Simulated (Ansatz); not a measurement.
Here is the system:

CoMo:
```yaml
crystal:
  lattice:
    - [0.00000, 2.41005, 2.41005]
    - [2.41005, 0.00000, 2.41005]
    - [2.41005, 2.41005, 0.00000]
  atoms:
    - { symbol: Co, position: [0.00000, 0.00000, 0.00000] }
    - { symbol: Mo, position: [0.50000, 0.50000, 0.50000] }
```
The run is spin-polarised, in the one order tried: ferromagnetic.

This is the r²SCAN-relaxed structure.

### Question
All from the program Ansatz at the r²SCAN level (PAW), unless another level is named. Give the Bader charges.

### Answer
Co -0.66, Mo +0.66 e.

### Question
Give the net moment.

### Answer
0.17 μB per atom.

Space group Fm-3m (rock salt). The start of the workflow was typed in or built on a structure type; neither database checked (COD, Materials Project) lists it. Whether it is the stable phase at ambient conditions was not checked. Symmetry was held in the r²SCAN relaxation. At this level the phase is mechanically unstable. The final state is ferromagnetic, the only order run, not a proven ground state. Its formation energy is positive at this level, so the cell may be metastable or incomplete. Other orbital occupations within this spin state were not tried. For itinerant 3d metals, meta-GGAs of the SCAN family and hybrids are commonly reported to give too large moments.

Potentials: the earlier of the program's two PAW sets.
